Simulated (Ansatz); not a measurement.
Data:

Os:
```
CELL_PARAMETERS angstrom
      2.73783     0.00000     0.00000
     -1.36892     2.37103     0.00000
      0.00000     0.00000     4.31767
ATOMIC_POSITIONS crystal
  Os 0.33333 0.66667 0.75000
  Os 0.66667 0.33333 0.25000
```

This is the r²SCAN-relaxed structure. Cartesian axes are those of the cell as given.

Q: All from r²SCAN (plane waves, PAW; program Ansatz), unless another level is named. Predict the Hill bulk and shear moduli.

A: 428 and 280 GPa.

Q: Give the elastic constants (relaxed ions, GPa).

A: C11 = 784, C12 = 237, C13 = 233, C33 = 883, C44 = 274.

Q: Next, the highest zone-centre frequency?

A: 219 cm⁻¹.

Space group P6_3/mmc (hcp (Mg type)). The r²SCAN relaxation kept the symmetry of its start; of distortions, only those at the zone centre were tested. The run is not spin-polarised. As this level gives no gap, shear constants depend on the k-mesh and smearing (Fermi–Dirac, 0.1 eV here). As this level gives no gap, phonon frequencies hold no LO–TO term and depend on the k-mesh and smearing (Fermi–Dirac, 0.1 eV here). Spin–orbit coupling is left out wherever it is not named.

Potentials: the later of the program's two PAW sets.
